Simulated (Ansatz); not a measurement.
InGaAs2 (P-4m2), zone-centre modes

All numbers below come from Ansatz 0.2.0, DFT r2SCAN, scalar-relativistic, plane waves, PAW. Settings: plane waves to 500 eV, k-mesh 8×8×6 (Γ-centred), Gaussian smearing 0.03 eV. No spin polarisation.

The undisturbed cell (as given, not relaxed at this level, and it needn't be the usual structure):

```xyz
4
Lattice="4.2250 0.0000 0.0000 0.0000 4.2250 0.0000 0.0000 0.0000 5.9621" Properties=species:S:1:pos:R:3 pbc="T T T"
In    0.0000    0.0000    2.9811
Ga    2.1125    2.1125    0.0000
As    2.1125    0.0000    4.5818
As    0.0000    2.1125    1.3804
```

Harmonic modes by finite displacements of 0.02 Å, without the LO–TO term.

At this geometry, is the structure stable against these modes?

Yes: no mode is imaginary beyond 10 cm⁻¹, and only the three translations lie near zero.

List the wavenumbers in cm⁻¹.

0, 0, 0, 67, 67, 186, 197, 210, 210, 222, 222, 230.

Cost: 1 run of about 16 core-minutes, on Intel Xeon Platinum 8259CL (Skylake/Cascade Lake) (shared hosts).